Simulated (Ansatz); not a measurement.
Input for Ansatz (plane-wave DFT, PAW):

```yaml
crystal:
  lattice:
    - [7.1741418864, 0.0, 0.0]
    - [0.0, 10.1457687542, 0.0]
    - [0.0, 0.0, 26.0056064148]
  atoms:
    - { symbol: Hf, position: [0.25, 0.25, 0.3076259739] }
    - { symbol: Hf, position: [0.25, 0.75, 0.3076259739] }
    - { symbol: Hf, position: [0.75, 0.25, 0.3076259739] }
    - { symbol: Hf, position: [0.75, 0.75, 0.3076259739] }
    - { symbol: O, position: [0.5, 0.375, 0.3076259739] }
    - { symbol: O, position: [0.5, 0.875, 0.3076259739] }
    - { symbol: O, position: [0.0, 0.375, 0.3076259739] }
    - { symbol: O, position: [0.0, 0.875, 0.3076259739] }
    - { symbol: O, position: [0.5, 0.625, 0.3076259739] }
    - { symbol: O, position: [0.5, 0.125, 0.3076259739] }
    - { symbol: O, position: [0.0, 0.625, 0.3076259739] }
    - { symbol: O, position: [0.0, 0.125, 0.3076259739] }
    - { symbol: Hf, position: [0.5, 0.5, 0.3765932359] }
    - { symbol: Hf, position: [0.5, 0.0, 0.3765932359] }
    - { symbol: Hf, position: [0.0, 0.5, 0.3765932359] }
    - { symbol: Hf, position: [0.0, 0.0, 0.3765932359] }
    - { symbol: O, position: [0.75, 0.625, 0.3765932359] }
    - { symbol: O, position: [0.75, 0.125, 0.3765932359] }
    - { symbol: O, position: [0.25, 0.625, 0.3765932359] }
    - { symbol: O, position: [0.25, 0.125, 0.3765932359] }
    - { symbol: O, position: [0.75, 0.875, 0.3765932359] }
    - { symbol: O, position: [0.75, 0.375, 0.3765932359] }
    - { symbol: O, position: [0.25, 0.875, 0.3765932359] }
    - { symbol: O, position: [0.25, 0.375, 0.3765932359] }
    - { symbol: Hf, position: [0.75, 0.75, 0.4533294065] }
    - { symbol: Hf, position: [0.75, 0.25, 0.4533294065] }
    - { symbol: Hf, position: [0.25, 0.75, 0.4533294065] }
    - { symbol: Hf, position: [0.25, 0.25, 0.4533294065] }
    - { symbol: O, position: [0.0, 0.8738643322, 0.4470071496] }
    - { symbol: O, position: [0.0, 0.3738643322, 0.4470071496] }
    - { symbol: O, position: [0.5, 0.8738643322, 0.4470071496] }
    - { symbol: O, position: [0.5, 0.3738643322, 0.4470071496] }
    - { symbol: O, position: [0.0, 0.1261356678, 0.4470071496] }
    - { symbol: O, position: [0.0, 0.6261356678, 0.4470071496] }
    - { symbol: O, position: [0.5, 0.1261356678, 0.4470071496] }
    - { symbol: O, position: [0.5, 0.6261356678, 0.4470071496] }
    - { symbol: Hf, position: [0.0, 0.0, 0.5076117852] }
    - { symbol: Hf, position: [0.0, 0.5, 0.5076117852] }
    - { symbol: Hf, position: [0.5, 0.0, 0.5076117852] }
    - { symbol: Hf, position: [0.5, 0.5, 0.5076117852] }
    - { symbol: O, position: [0.25, 0.1203541232, 0.5172126289] }
    - { symbol: O, position: [0.25, 0.6203541232, 0.5172126289] }
    - { symbol: O, position: [0.75, 0.1203541232, 0.5172126289] }
    - { symbol: O, position: [0.75, 0.6203541232, 0.5172126289] }
    - { symbol: O, position: [0.25, 0.3796458768, 0.5172126289] }
    - { symbol: O, position: [0.25, 0.8796458768, 0.5172126289] }
    - { symbol: O, position: [0.75, 0.3796458768, 0.5172126289] }
    - { symbol: O, position: [0.75, 0.8796458768, 0.5172126289] }
    - { symbol: B, position: [0.25, 0.1203541232, 0.6729482781] }
    - { symbol: Cl, position: [0.25, 0.1203541232, 0.6056550964] }
    - { symbol: Cl, position: [0.1243683564, 0.2404373359, 0.706594869] }
    - { symbol: Cl, position: [0.3756316436, 0.0002709104, 0.706594869] }
basis:
  ecutwfc: 420
kpoints:
  mp_grid: { grid: [2, 2, 1] }
hamiltonian:
  xc: pbe
  dispersion: d3bj
scf:
  occupations: { method: gaussian, width: 0.05 }
output:
  forces: true
  eigenvalues: true
  write_density: true
  write_potential: true
  elf: true
  volumetric_format: npy
relax:
  adjacent_minimum: "off"
  f_tol: 0.04
  max_steps: 100
  constraints:
    - { sites: [0, 1, 2, 3, 4, 5, 6, 7, 8, 9, 10, 11, 12, 13, 14, 15, 16, 17, 18, 19, 20, 21, 22, 23] }
efield:
  axis: 3
  dipole_correction: true
  ramp_width: 0.04
```

Launched with
```bash
ansatz run input.yaml --threads 8 --pin off --max-ram 20480MiB --backend cpu --events-out ev --progress --plain --runs-dir out
```

The calculation used DFT PBE+D3(BJ), scalar-relativistic, plane waves, PAW (Ansatz).

From the run's log, abridged (final results; tables in files aren't shown):

```
WARN: The output density's exchange-correlation potential varies sharply where the density is thin. Do not read a vacuum level from v_tot or v_xc, or from such a field of the output density. On a cell that repeats whose density bears no net charge and no dipole along the vacuum's axis use v_es (v_loc + v_h of the components); under efield.dipole_correction with no amplitude use v_es + v_field, which holds any external_charges[].barrier, or the levels of the report's work_function block, which leave it out; under a non-zero efield.amplitude the vacuum is tilted and has no level; on a cell that repeats and bears such a dipole with no correction it is tilted too, and efield.dipole_correction wi ...
SCF converged after 8 iterations
Free energy (F): -273173.858722 eV
Harris-Foulkes:  -273173.858722 eV  (|F-HF|=4.95e-9)
Internal energy: -273173.858722 eV  (E = F + TS)
E sigma→0 (E₀):  -273173.858722 eV
Fermi energy:    2.975357 eV
Dipole field:    D = -0.025248 V/Å  (p = -0.264116 e·Å, saw-weighted, corrected)
Work function:   Φ+ = 3.4479 eV   Φ− = 2.7913 eV
Levels:          The Fermi level and band energies are counted from a zero that moves with the ramp; work functions are not
--- Per-component energies (eV) ---
  E_band       = -8351.732988
  E_kinetic    = 12820.402806
  E_local      = -1141881.500046  (includes V_loc(G=0)·N_el)
  E_nonlocal   = -18264.366477
  E_hartree    = 562478.131120
  E_xc         = -7495.556074
  E_vxc        = -7650.620586  (∫ρ·V_xc dr)
  E_paw        = -117929.510515  (= ΣΔE_a)
  E_vpaw       = 21703.356469  (= ΣTr[D̂ρ^β])
  E_aug_tail   = 0.079329  (compensation charges beyond the density's cutoff)
  E_efield     = 0.003334  (sawtooth field / dipole correction)
  E_vefield    = -35.343757  (∫n·V_field dr)
  E_ewald      = 437106.589865
  E_disp       = -8.132063  (pairwise vdW)
  E_smearing   =  0.000000  (= −TS)
--- Forces (eV/Å), atoms counted from 1 ---
  atom   1  Hf    -0.00004604     0.00374480     4.55279301
  atom   2  Hf    -0.00115419     0.00370227     4.58376034
  atom   3  Hf    -0.00035651    -0.00688589     4.57999963
  atom   4  Hf     0.00113947     0.00308306     4.56996051
  atom   5  O     -0.00468723    -0.93648659    -0.93497617
  atom   6  O      0.00357104    -0.93602056    -0.93971442
  atom   7  O      0.00442454    -0.93735487    -0.93647247
  atom   8  O     -0.00389783    -0.93994390    -0.94505527
  atom   9  O      0.00267960     0.93550760    -0.93933494
  atom  10  O     -0.00908064     0.93917291    -0.93890129
  atom  11  O     -0.00272443     0.93393075    -0.93728710
  atom  12  O      0.00823238     0.93826505    -0.93664068
  atom  13  Hf     0.00211407     0.01719887    -3.17318511
  atom  14  Hf     0.01339826    -0.01371532    -3.17136549
  atom  15  Hf    -0.00247786     0.01742401    -3.17209377
  atom  16  Hf    -0.01426459    -0.01759792    -3.17794875
  atom  17  O     -0.00189644     0.42310975     0.24583622
  atom  18  O     -0.01623324     0.42927849     0.20088257
  atom  19  O      0.00224704     0.41673626     0.24882011
  atom  20  O      0.00687827     0.43996446     0.26054539
  atom  21  O      0.00151780    -0.42704206     0.25412125
  atom  22  O      0.00178406    -0.42673518     0.24503711
  atom  23  O     -0.00268794    -0.41941340     0.23713068
  atom  24  O     -0.00480276    -0.43929113     0.22633021
  atom  25  Hf     0.00038968    -0.00002577    -0.00013828
  atom  26  Hf    -0.00079805    -0.00032053     0.00278659
  atom  27  Hf    -0.00104079     0.00116803    -0.00221838
  atom  28  Hf    -0.00071882    -0.00065415    -0.00029414
  atom  29  O      0.00014775    -0.00106041     0.00002589
  atom  30  O      0.00073567     0.00048516    -0.00043835
  atom  31  O     -0.00040176    -0.00000720     0.00045909
  atom  32  O     -0.00110889     0.00026452    -0.00037282
  atom  33  O      0.00020954     0.00109622    -0.00099065
  atom  34  O      0.00052219     0.00072818    -0.00000918
  atom  35  O      0.00072132     0.00052416    -0.00070892
  atom  36  O     -0.00011581     0.00036660    -0.00062244
  atom  37  Hf    -0.00118511    -0.00029257    -0.00100643
  atom  38  Hf    -0.00084711    -0.00119970     0.00064832
  atom  39  Hf    -0.00161573     0.00065431     0.00178302
  atom  40  Hf     0.00074315    -0.00177526     0.00096702
  atom  41  O     -0.00063320     0.00110602     0.00410169
  atom  42  O     -0.00009962     0.00019587    -0.00058579
  atom  43  O      0.00062430     0.00011708    -0.00070101
  atom  44  O      0.00051149    -0.00047780    -0.00001693
  atom  45  O     -0.00096801    -0.00082401    -0.00060759
  atom  46  O      0.00036310    -0.00011558     0.00244438
  atom  47  O      0.00118634     0.00128773    -0.00165795
  atom  48  O      0.00053426    -0.00067847    -0.00049304
  atom  49  B      0.00282909    -0.00704051     0.01193567
  atom  50  Cl     0.00366840    -0.00082113    -0.00341021
  atom  51  Cl     0.01048831     0.00128660    -0.00655310
  atom  52  Cl     0.00217078     0.00536596    -0.00662858
--- Band table (eV) ---
  k-point 0: bands = ["-60.2764", "-60.2738", "-60.2688", "-60.2651", "-60.2094", "-60.2020", "-60.2019", "-60.1967", "-60.1519", "-60.1475", "-60.1464", "-60.1374", "-59.7251", "-59.7219", "-59.7205", "-59.7169", "-29.3559", "-29.3398", "-29.2903", "-29.2743", "-29.2383", "-29.2187", "-29.1142", "-29.0916", "-29.0838", "-29.0815", "-29.0790", "-29.0679", "-29.0175", "-29.0150", "-29.0109", "-28.8839", "-28.8762", "-28.8685", "-28.8584", "-28.8570", "-28.8430", "-28.8336", "-28.8139", "-28.7848", "-28.7788", "-28.7782", "-28.7759", "-28.7734", "-28.7544", "-28.7532", "-28.7400", "-28.7164", "-28.7143", "-28.6916", "-28.5473", "-28.5402", "-28.5236", "-28.5115", "-28.4399", "-28.4310", "-28.4 ...
  k-point 1: bands = ["-60.2764", "-60.2738", "-60.2688", "-60.2651", "-60.2094", "-60.2020", "-60.2019", "-60.1967", "-60.1519", "-60.1475", "-60.1464", "-60.1374", "-59.7251", "-59.7219", "-59.7205", "-59.7169", "-29.3332", "-29.3302", "-29.3236", "-29.3215", "-29.1593", "-29.1582", "-29.1430", "-29.1417", "-29.0929", "-29.0853", "-29.0791", "-29.0733", "-29.0508", "-29.0482", "-28.9159", "-28.9135", "-28.8611", "-28.8585", "-28.8504", "-28.8437", "-28.8338", "-28.8330", "-28.8323", "-28.8302", "-28.7892", "-28.7852", "-28.7849", "-28.7793", "-28.7419", "-28.7394", "-28.7182", "-28.7149", "-28.7027", "-28.7020", "-28.5468", "-28.5407", "-28.5205", "-28.5176", "-28.4337", "-28.4324", "-28.4 ...
  k-point 2: bands = ["-60.2758", "-60.2718", "-60.2708", "-60.2657", "-60.2087", "-60.2027", "-60.2007", "-60.1978", "-60.1497", "-60.1497", "-60.1458", "-60.1379", "-59.7229", "-59.7227", "-59.7204", "-59.7184", "-29.3160", "-29.3131", "-29.3099", "-29.3064", "-29.1498", "-29.1473", "-29.1376", "-29.1351", "-29.0889", "-29.0814", "-29.0801", "-29.0765", "-28.9704", "-28.9691", "-28.9577", "-28.9547", "-28.8970", "-28.8944", "-28.8750", "-28.8729", "-28.8286", "-28.8237", "-28.8210", "-28.8197", "-28.7986", "-28.7964", "-28.7501", "-28.7479", "-28.7366", "-28.7333", "-28.7173", "-28.7133", "-28.6733", "-28.6687", "-28.6662", "-28.6639", "-28.4269", "-28.4267", "-28.4227", "-28.4225", "-28.4 ...
  k-point 3: bands = ["-60.2758", "-60.2718", "-60.2708", "-60.2657", "-60.2087", "-60.2027", "-60.2007", "-60.1978", "-60.1497", "-60.1497", "-60.1458", "-60.1379", "-59.7229", "-59.7227", "-59.7204", "-59.7184", "-29.3138", "-29.3111", "-29.3105", "-29.3069", "-29.1496", "-29.1471", "-29.1463", "-29.1447", "-29.0889", "-29.0814", "-29.0801", "-29.0765", "-28.9329", "-28.9307", "-28.9296", "-28.9284", "-28.9248", "-28.9235", "-28.9233", "-28.9180", "-28.8257", "-28.8200", "-28.8183", "-28.8156", "-28.7712", "-28.7696", "-28.7691", "-28.7664", "-28.7262", "-28.7253", "-28.7243", "-28.7186", "-28.6739", "-28.6693", "-28.6669", "-28.6646", "-28.4231", "-28.4230", "-28.4210", "-28.4200", "-28.4 ...
--- Relaxed structure (35 steps of the walk, 30 accepted, 0 SCFs on fresh bases) ---
  F+E_penalty+E_count = -273173.85872157 eV   max|allowed force component| = 1.194e-2 eV/Å
  atoms:
    - { symbol: Hf, position: [0.25, 0.25, 0.3076259739] }
    - { symbol: Hf, position: [0.25, 0.75000000, 0.3076259739] }
    - { symbol: Hf, position: [0.75, 0.25, 0.3076259739] }
    - { symbol: Hf, position: [0.75, 0.75000000, 0.3076259739] }
    - { symbol: O, position: [0.5, 0.37500000, 0.3076259739] }
    - { symbol: O, position: [0.5, 0.875, 0.3076259739] }
    - { symbol: O, position: [0.0, 0.37500000, 0.3076259739] }
    - { symbol: O, position: [0.0, 0.875, 0.3076259739] }
    - { symbol: O, position: [0.5, 0.625, 0.3076259739] }
    - { symbol: O, position: [0.5, 0.125, 0.3076259739] }
    - { symbol: O, position: [0.0, 0.625, 0.3076259739] }
    - { symbol: O, position: [0.0, 0.125, 0.3076259739] }
    - { symbol: Hf, position: [0.5, 0.5, 0.37659323] }
    - { symbol: Hf, position: [0.5, 0.0, 0.37659323] }
    - { symbol: Hf, position: [0.0, 0.5, 0.37659323] }
    - { symbol: Hf, position: [0.0, 0.0, 0.37659323] }
    - { symbol: O, position: [0.75, 0.625, 0.37659323] }
    - { symbol: O, position: [0.75, 0.125, 0.37659323] }
    - { symbol: O, position: [0.25, 0.625, 0.37659323] }
    - { symbol: O, position: [0.25, 0.125, 0.37659323] }
    - { symbol: O, position: [0.75, 0.875, 0.37659323] }
    - { symbol: O, position: [0.75, 0.37500000, 0.37659323] }
    - { symbol: O, position: [0.25, 0.875, 0.37659323] }
    - { symbol: O, position: [0.25, 0.37500000, 0.37659323] }
    - { symbol: Hf, position: [0.74997319, 0.74981913, 0.45330816] }
    - { symbol: Hf, position: [0.74990047, 0.24983751, 0.45329035] }
    - { symbol: Hf, position: [0.25001532, 0.74999311, 0.45350716] }
    - { symbol: Hf, position: [0.24987076, 0.24994748, 0.45295994] }
    - { symbol: O, position: [0.00018279, 0.87380842, 0.44702295] }
    - { symbol: O, position: [0.00019936, 0.37390999, 0.44699160] }
    - { symbol: O, position: [0.49978926, 0.87384101, 0.44697376] }
    - { symbol: O, position: [0.49971901, 0.37390081, 0.44694391] }
    - { symbol: O, position: [-0.00082787, 0.12618397, 0.44678763] }
    - { symbol: O, position: [-6.08091430e-5, 0.62614223, 0.44702479] }
    - { symbol: O, position: [0.50049530, 0.12613357, 0.44697817] }
    - { symbol: O, position: [0.50008166, 0.62615280, 0.44705211] }
    - { symbol: Hf, position: [-0.00045023, 0.00011002, 0.50749949] }
    - { symbol: Hf, position: [-0.00016723, 0.49988985, 0.50762116] }
    - { symbol: Hf, position: [0.50029300, -0.00027801, 0.50759537] }
    - { symbol: Hf, position: [0.50022404, 0.49979024, 0.50761198] }
    - { symbol: O, position: [0.24905313, 0.11993285, 0.51634683] }
    - { symbol: O, position: [0.24990818, 0.62000098, 0.51719269] }
    - { symbol: O, position: [0.75027318, 0.12019644, 0.51717737] }
    - { symbol: O, position: [0.75013784, 0.62018433, 0.51721186] }
    - { symbol: O, position: [0.25015019, 0.37907863, 0.51729462] }
    - { symbol: O, position: [0.25026931, 0.87940080, 0.51741640] }
    - { symbol: O, position: [0.74983495, 0.37932482, 0.51711632] }
    - { symbol: O, position: [0.74957136, 0.87930440, 0.51710946] }
    - { symbol: B, position: [0.35510763, 0.17218298, 0.68539481] }
    - { symbol: Cl, position: [0.31223559, 0.23852989, 0.62479210] }
    - { symbol: Cl, position: [0.17581577, 0.16280843, 0.73090049] }
    - { symbol: Cl, position: [0.57697837, 0.11167494, 0.70053784] }
```

The relaxation met its thresholds.

It took 13 min on 8 threads of Intel(R) Xeon(R) 6975P-C (Granite Rapids) (shared host), peak memory 11 GiB.

Spin-orbit coupling is left out, which matters for the bands of heavy elements.